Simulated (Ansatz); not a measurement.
The relaxed structure here is a generated cell of BP: the first start was made by placing the elements on the sites of a structure type, and the end was not matched to a known phase here, so it may be hypothetical. Known forms of BP include space group No. 216.

The end point of a relaxation of BP. Space group R-3m (No. 166). Computed with PBE (plane waves to 420 eV, PAW, scalar-relativistic; Ansatz, a program for electronic structure).

```cif
data_B2P2
_chemical_formula_sum 'B2 P2'
_space_group_name_H-M_alt 'P 1'
_space_group_IT_number 1
_cell_length_a 5.57947
_cell_length_b 5.57947
_cell_length_c 5.57947
_cell_angle_alpha 33.550
_cell_angle_beta 33.550
_cell_angle_gamma 33.550
loop_
_space_group_symop_operation_xyz
  'x, y, z'
loop_
_atom_site_label
_atom_site_type_symbol
_atom_site_fract_x
_atom_site_fract_y
_atom_site_fract_z
_atom_site_occupancy
B1 B 0.55624 0.55624 0.55624 1
P1 P 0.07024 0.07024 0.07024 1
B2 B 0.44376 0.44376 0.44376 1
P2 P 0.92976 0.92976 0.92976 1
```

Task: Estimate the band gap that PBE returns for this input.

Result: 0.77 eV, indirect (valence top at Γ, conduction bottom at F) (no spin-orbit coupling).

Task: What is the computed smallest direct gap (PBE)?

Result: 2.43 eV at k = (0, -0.5, -0.5).

No spin polarisation in the result.

The run could not lose the symmetry of its start, so the end can be a saddle point.

It was reached from a disturbed copy of a F-43m (No. 216) cell (zinc blende type), against which it lies +100 meV/atom.
